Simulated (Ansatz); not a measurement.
LaIn2 in space group Imma (No. 74; La on 4e, In on 8h), DFT-r²SCAN in the program Ansatz with PAW potentials, all energies at zero smearing, with the estimated change up to a 700 eV cutoff added, with one set of potentials and settings (totals compare only within such a set). Cell of 6 atoms (2 La, 4 In): -34980.630 eV.

```tsv
element	reference phase	E (eV/atom)
La	P6_3/mmc, 4 atoms in the cell	-6264.6784
In	I4/mmm, 1 atoms in the cell	-5611.8204
```

Formation energy per atom, worked out: (-34980.630 − 2×(-6264.6784) − 4×(-5611.8204))/6 = -0.665 eV/atom (-64 kJ per mol of atoms), at 0 K, without zero-point energy or fitted corrections.

The workflow started from a Materials Project entry (that database holds measured and hypothetical structures alike); the Crystallography Open Database copy checked does not list it. Whether it is the stable phase at ambient conditions was not checked. The r²SCAN relaxation kept the symmetry of its start; its stability against distortions is not shown here. The references are the lowest solids computed at this level, not always the standard phases. Scalar-relativistic: spin–orbit coupling is off unless named, which matters more the heavier the elements.

Potentials: the later of the program's two PAW sets.
